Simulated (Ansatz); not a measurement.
Ansatz (an electronic-structure program) input:

Ansatz 0.2 input:
```yaml
crystal:
  lattice:
    - [2.528809979, 0.0, 0.0]
    - [-1.2644049895, 2.1900136831, 0.0]
    - [0.0, 0.0, 12.4432454889]
  atoms:
    - { symbol: B, position: [0.0, 0.0, 0.000068441] }
    - { symbol: B, position: [0.0, 0.0, 0.500068441] }
    - { symbol: B, position: [0.6666666667, 0.3333333333, 0.8326498542] }
    - { symbol: B, position: [0.3333333333, 0.6666666667, 0.3326498542] }
    - { symbol: B, position: [0.6666666667, 0.3333333333, 0.166555962] }
    - { symbol: B, position: [0.3333333333, 0.6666666667, 0.666555962] }
    - { symbol: N, position: [0.0, 0.0, 0.8744042045] }
    - { symbol: N, position: [0.0, 0.0, 0.3744042045] }
    - { symbol: N, position: [0.6666666667, 0.3333333333, 0.7080822291] }
    - { symbol: N, position: [0.3333333333, 0.6666666667, 0.2080822291] }
    - { symbol: N, position: [0.6666666667, 0.3333333333, 0.0419393091] }
    - { symbol: N, position: [0.3333333333, 0.6666666667, 0.5419393091] }
kpoints:
  mp_grid: { grid: [12, 12, 3] }
hamiltonian:
  xc: lda
  pseudopotentials: { kind: paw }
scf:
  occupations: { method: fixed }
phonons:
  method: dfpt
  response_accuracy: low
  eigenvectors: true
  rigid_motions: translations
  dielectric: true
  raman: true
```

Output (shortened):

```
Pseudopotential: B, paw, valence charge 3
Pseudopotential: N, paw, valence charge 5
Functional definition: SPW92
Crystal: 12 atoms, lattice volume = 68.912 Å³
Basis set: ecut = 420 eV, 1367 PW (Γ), exchange–correlation on 36×36×180 points (8 copies of the dense FFT grid, shifted against one another)
Bands: 36, of which v1, the nominal top of the filled ones, is band 24 counted from 1 (23 counted from 0)
Symmetry: 12 space group operations
k-points: 121 of 432 (irreducible under 2 space group operations, time reversal used)
SCF 1 converged in 10 iterations: F = -3158.755152 eV  dr2 = 3.32e-12
── the response to a field inside a basis, on 12×12×4 k-points: an SCF that follows is theirs, and a resumed run solves both again ──
Crystal: 12 atoms, lattice volume = 68.912 Å³
Bands: 25, of which v1, the nominal top of the filled ones, is band 24 counted from 1 (23 counted from 0)
k-points: 84 of 576 (irreducible under 4 space group operations, time reversal used)
SCF 1 converged in 6 iterations: F = -3158.681768 eV  dr2 = 5.37e-11
SCF converged after 10 iterations
Free energy (F): -3158.755152 eV
Harris-Foulkes:  -3158.755152 eV  (|F-HF|=9.09e-13)
Internal energy: -3158.755152 eV  (E = F + TS)
E sigma→0 (E₀):  -3158.755152 eV
Fermi energy:    11.433487 eV
--- Per-component energies (eV) ---
  E_band       = 163.730302
  E_kinetic    = 1121.040802
  E_local      = -1044.916402  (includes V_loc(G=0)·N_el)
  E_nonlocal   = 352.677941
  E_hartree    = 288.220166
  E_xc         = -557.926976
  E_vxc        = -696.595916  (∫ρ·V_xc dr)
  E_paw        = -1149.161041  (= ΣΔE_a)
  E_vpaw       = -144.917044  (= ΣTr[D̂ρ^β])
  E_aug_tail   = 0.000589  (compensation charges beyond the density's cutoff)
  E_ewald      = -2169.445502
  E_core_change = 0.755270  (= ΣΔE_core)
  E_smearing   =  0.000000  (= −TS)
  E_closure    =  0.000000  (closes the sum)
  Σ components = -3158.755152   (vs F -3158.755152, Δ=0.00e0)
--- Band table (eV; the first three rows and the last of 121) ---
  k-point 0: bands = ["-9.0258", "-8.3678", "-8.3148", "-6.4449", "-6.3987", "-4.6311", "0.3821", "3.3087", "3.3605", "8.2906", "8.3019", "9.3631", "9.3631", "9.7529", "9.7529", "9.8076", "9.8076", "10.7446", "10.7446", "10.8316", "10.8316", "11.3353", …
  k-point 1: bands = ["-8.9491", "-8.7203", "-7.8204", "-7.1723", "-5.6287", "-4.9352", "0.8181", "1.9034", "4.9452", "6.6322", "9.4110", "9.4110", "9.5518", "9.5518", "9.7973", "10.0798", "10.0798", "10.4249", "10.4249", "10.9099", "11.1163", "11.1163", …
  k-point 2: bands = ["-8.8712", "-8.2161", "-8.1632", "-6.3051", "-6.2586", "-4.5132", "0.5350", "3.4107", "3.4639", "8.2354", "8.2581", "8.6655", "9.0474", "9.1109", "9.1575", "9.4845", "9.5225", "10.1707", "10.2795", "10.5612", "10.6317", "10.8663", …
  k-point 120: bands = ["-5.1713", "-5.0009", "-4.3684", "-3.9594", "-3.1756", "-2.9260", "2.4991", "2.6137", "2.7979", "3.0006", "3.3417", "3.4328", "4.5032", "4.5468", "4.9498", "5.5438", "5.9104", "5.9645", "6.4993", "6.6711", "7.4879", "7.8604", "8.6260", …
--- Phonons (Γ-DFPT): 12 representative perturbations + reference, on 121 of 432 k-points (Σ response iterations 36) ---
  ASR residual: 1.034e-4 → 0.000e0 eV/Å²; symmetrization residual: 4.073e-5 eV/Å²
  ASR residual per site (eV/Å²): 4.79e-5 4.79e-5 4.08e-5 4.08e-5 2.88e-5 2.88e-5 5.57e-5 5.57e-5 1.03e-4 1.03e-4 5.95e-5 5.95e-5
  Γ frequencies (cm⁻¹): 0.00 0.00 0.00 249.22 249.22 255.49 255.49 420.82 420.82 428.03 428.03 444.03 448.13 483.87 483.87 801.29 807.04 985.56 1000.80 1000.80 1009.06 1009.06 1028.96 1028.96 1051.53 1051.53 1058.54 1058.54 1060.83 1073.13 1073.13 1143.26 …
  ε∞ (high-frequency dielectric tensor):
        4.560400     0.000000     0.000000
        0.000000     4.560400     0.000000
        0.000000     0.000000     4.631739
  ε⁰ (static dielectric tensor: ions relaxed, cell fixed):
        6.661217     0.000000     0.000000
        0.000000     6.661217     0.000000
        0.000000     0.000000     6.849839
  ε⁰ − ε∞ (ionic part):
        2.100817     0.000000     0.000000
        0.000000     2.100817     0.000000
        0.000000     0.000000     2.218101
  softest optical mode at Γ: 249.22 cm⁻¹; the repairs (sum rule, projections) moved no ω² at Γ by more than (6.24 cm⁻¹)²
  Born effective charges Z* (e; rows j = field, columns β = displacement):
    site 0:
         1.83643    0.00000    0.00000
         0.00000    1.83643    0.00000
         0.00000    0.00000    1.83414
    site 1:
         1.83643    0.00000    0.00000
         0.00000    1.83643    0.00000
         0.00000    0.00000    1.83414
    site 2:
         1.85024    0.00000    0.00000
         0.00000    1.85024    0.00000
         0.00000    0.00000    1.92210
    site 3:
         1.85024    0.00000    0.00000
         0.00000    1.85024    0.00000
         0.00000    0.00000    1.92210
    site 4:
         1.87896    0.00000    0.00000
         0.00000    1.87896    0.00000
         0.00000    0.00000    1.90014
    site 5:
         1.87896    0.00000    0.00000
         0.00000    1.87896    0.00000
         0.00000    0.00000    1.90014
    site 6:
        -1.84686    0.00000    0.00000
         0.00000   -1.84686    0.00000
         0.00000    0.00000   -1.86688
    site 7:
        -1.84686    0.00000    0.00000
         0.00000   -1.84686    0.00000
         0.00000    0.00000   -1.86688
    site 8:
        -1.86962    0.00000    0.00000
         0.00000   -1.86962    0.00000
         0.00000    0.00000   -1.89119
    site 9:
        -1.86962    0.00000    0.00000
         0.00000   -1.86962    0.00000
         0.00000    0.00000   -1.89119
    site 10:
        -1.84915    0.00000    0.00000
         0.00000   -1.84915    0.00000
         0.00000    0.00000   -1.89831
    site 11:
        -1.84915    0.00000    0.00000
         0.00000   -1.84915    0.00000
         0.00000    0.00000   -1.89831
  Z* charge neutrality: 1.138e-5 e pre-enforcement
  k-mesh period / interband length: 30.3 Å / 1.26 Å = 24.04 at k = (0.0000, -0.5000, 0.3333), direct gap 7.401 eV — 14 or more, which is no proof of convergence
  Raman tensors (in the event stream and the table raman_tensors.tsv) …
  optical modes at Γ without the LO–TO term, one row a degenerate level:
      ω (cm⁻¹)  modes    IR ((D/Å)²/amu)  static Raman (Å⁴/amu)  depolarisation
        249.22      2             0.0000                 0.0003           0.750
        255.49      2             0.0000                 0.0462           0.750
        420.82      2             0.0033                 0.0037           0.750
        428.03      2             0.0037                 0.0047           0.750
        444.03      1             0.0000                 0.0000               —
        448.13      1             0.0000                 0.0000               —
        483.87      2             0.0000                 0.0161           0.750
        801.29      1             0.0005                 0.0382           0.045
        807.04      1             0.0663                 0.2517           0.018
        985.56      1             0.0000                 0.0000               —
       1000.80      2             0.0000                 6.2336           0.750
       1009.06      2             0.6681                 0.4648           0.750
       1028.96      2             0.3147                 0.4562           0.750
       1051.53      2             0.0000                31.4081           0.750
       1058.54      2             0.0000                 1.8333           0.750
       1060.83      1            80.3065                45.4554           0.734
       1073.13      2           155.1942                22.2135           0.750
       1143.26      1             0.0000                 0.0000               —
       1215.42      1             0.2940                 0.2942           0.078
       1223.48      1             0.0065                 0.0542           0.097
       1269.59      1             0.0000                 0.0000               —
       1282.38      1             0.0000                 0.0000               —
  optical modes at Γ + LO–TO along q̂ = [1.0000, 0.0000, 0.0000]:
      ω (cm⁻¹)  modes    IR ((D/Å)²/amu)  static Raman (Å⁴/amu)  depolarisation
        249.22      2             0.0000                 0.0003           0.750
        255.49      2             0.0000                 0.0462           0.750
        420.82      1             0.0016                 0.0018           0.750
        420.83      1             0.0007                 0.0018           0.750
        428.03      1             0.0018                 0.0023           0.750
        428.04      1             0.0008                 0.0024           0.750
        444.03      1             0.0000                 0.0000               —
        448.13      1             0.0000                 0.0000               —
        483.87      2             0.0000                 0.0161           0.750
        801.29      1             0.0005                 0.0382           0.045
        807.04      1             0.0663                 0.2517           0.018
        985.56      1             0.0000                 0.0000               —
       1000.80      2             0.0000                 6.2336           0.750
       1009.06      1             0.3341                 0.2324           0.750
       1009.29      1             0.0134                 0.1055           0.750
       1028.96      1             0.1574                 0.2281           0.750
       1029.04      1             0.0036                 0.1311           0.750
       1051.53      2             0.0000                31.4081           0.750
       1058.54      2             0.0000                 1.8333           0.750
       1060.83      1            80.3065                45.4554           0.734
       1073.13      1            77.5971                11.1067           0.750
       1143.26      1             0.0000                 0.0000               —
       1215.42      1             0.2940                 0.2942           0.078
       1223.48      1             0.0065                 0.0542           0.097
       1269.59      1             0.0000                 0.0000               —
       1282.38      1             0.0000                 0.0000               —
       1296.52      1            78.0736                24.3399           0.750
  optical modes at Γ + LO–TO along q̂ = [0.0000, 1.0000, 0.0000]:
      ω (cm⁻¹)  modes    IR ((D/Å)²/amu)  static Raman (Å⁴/amu)  depolarisation
        249.22      2             0.0000                 0.0003           0.750
        255.49      2             0.0000                 0.0462           0.750
        420.82      1             0.0016                 0.0018           0.750
        420.83      1             0.0007                 0.0018           0.750
        428.03      1             0.0018                 0.0023           0.750
        428.04      1             0.0008                 0.0024           0.750
        444.03      1             0.0000                 0.0000               —
        448.13      1             0.0000                 0.0000               —
        483.87      2             0.0000                 0.0161           0.750
        801.29      1             0.0005                 0.0382           0.045
        807.04      1             0.0663                 0.2517           0.018
        985.56      1             0.0000                 0.0000               —
       1000.80      2             0.0000                 6.2336           0.750
       1009.06      1             0.3341                 0.2324           0.750
       1009.29      1             0.0134                 0.1055           0.750
       1028.96      1             0.1574                 0.2281           0.750
       1029.04      1             0.0036                 0.1311           0.750
       1051.53      2             0.0000                31.4081           0.750
       1058.54      2             0.0000                 1.8333           0.750
       1060.83      1            80.3065                45.4554           0.734
       1073.13      1            77.5971                11.1067           0.750
       1143.26      1             0.0000                 0.0000               —
       1215.42      1             0.2940                 0.2942           0.078
       1223.48      1             0.0065                 0.0542           0.097
       1269.59      1             0.0000                 0.0000               —
       1282.38      1             0.0000                 0.0000               —
       1296.52      1            78.0736                24.3399           0.750
  optical modes at Γ + LO–TO along q̂ = [0.0000, 0.0000, 1.0000]:
      ω (cm⁻¹)  modes    IR ((D/Å)²/amu)  static Raman (Å⁴/amu)  depolarisation
        249.22      2             0.0000                 0.0003           0.750
        255.49      2             0.0000                 0.0462           0.750
        420.82      2             0.0033                 0.0037           0.750
        428.03      2             0.0037                 0.0047           0.750
        444.03      1             0.0000                 0.0000               —
        448.13      1             0.0000                 0.0000               —
        483.87      2             0.0000                 0.0161           0.750
        801.29      1             0.0001                 0.0383           0.053
        807.17      1             0.0145                 0.2351           0.003
        985.56      1             0.0000                 0.0000               —
       1000.80      2             0.0000                 6.2336           0.750
       1009.06      2             0.6681                 0.4648           0.750
       1028.96      2             0.3147                 0.4562           0.750
       1051.53      2             0.0000                31.4081           0.750
       1058.54      2             0.0000                 1.8333           0.750
       1073.13      2           155.1942                22.2135           0.750
       1143.26      1             0.0000                 0.0000               —
       1213.92      1             0.9799                 1.9760           0.513
       1223.44      1             0.0217                 0.1483           0.418
       1269.59      1             0.0000                 0.0000               —
       1282.38      1             0.0000                 0.0000               —
       1291.49      1            79.6575                92.4864           0.740
```

Cost: roughly 26 core-minutes on shared cores.

Space group P6_3mc. The cell is a constructed one: a structure type filled with these elements. Its sites differ from those of the usual phase in this space group: another stacking or structure type. The cell was relaxed with LDA under the symmetry of its start; phonons on a q-mesh show no instability.

Potentials: the later of the program's two PAW sets.

Ansatz is a plane-wave DFT program.
